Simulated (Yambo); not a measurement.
Yambo run on Na₂CO₃ (space group C2/m, No. 12). The wavefunctions are PBEsol (Quantum ESPRESSO, PseudoDojo norm-conserving, 88 Ry, no spin-orbit coupling) ones on a 2×2×2 mesh (40 occupied bands); a = b = 5.121 Å, c = 5.922 Å, α = β = 101.29°, γ = 61.87°.

Yambo input:

```
rim_cut
gw0
dyson
el_el_corr
HF_and_locXC
ppa
em1d
RandQpts= 1000000
RandGvec= 1 Ry
EXXRLvcs= 88 Ry
VXCRLvcs= 352 Ry
Chimod= "HARTREE"
% BndsRnXp
 5 | 208 |
%
NGsBlkXp= 3 Ry
% LongDrXp
 1.0 | 1.0 | 1.0 |
%
PPAPntXp= 27.2114 eV
% GbndRnge
 1 | 208 |
%
GTermKind= "BG"
DysSolver= "n"
ExtendOut
% QPkrange
 1 | 1 | 40 | 41 |
 2 | 2 | 40 | 40 |
%
```

k points by index: 1 = Γ, 2 = (0, 0, -0.5).

The o-*.qp file then holds:

```
#    K-point    Band    Eo [eV]    E [eV]    E-Eo [eV]    Vxc [eV]    Vnlxc [eV]    Sc|Eo [eV]    Sc|E [eV]    dSc/dw|Eo [eV]    Re(Z)    Im(Z)
#
    1    40    -0.047023    -1.926678    -1.879655    -20.19287    -26.37446    3.928937    4.301934    -5.399465    0.834426    -0.001028
    1    41    4.132019    5.233795    1.101776    -10.17663    -5.723155    -3.207308    -3.351696    -3.565815    0.884140    -0.693863E-3
    2    40    0.000000    -1.867361    -1.867361    -20.24222    -26.40876    3.928749    4.299186    -5.397722    0.834471    -0.001033
```
(The two width columns are left out.) Convergence of these settings isn't established.

Geometry of the Materials Project entry, not relaxed at this level.
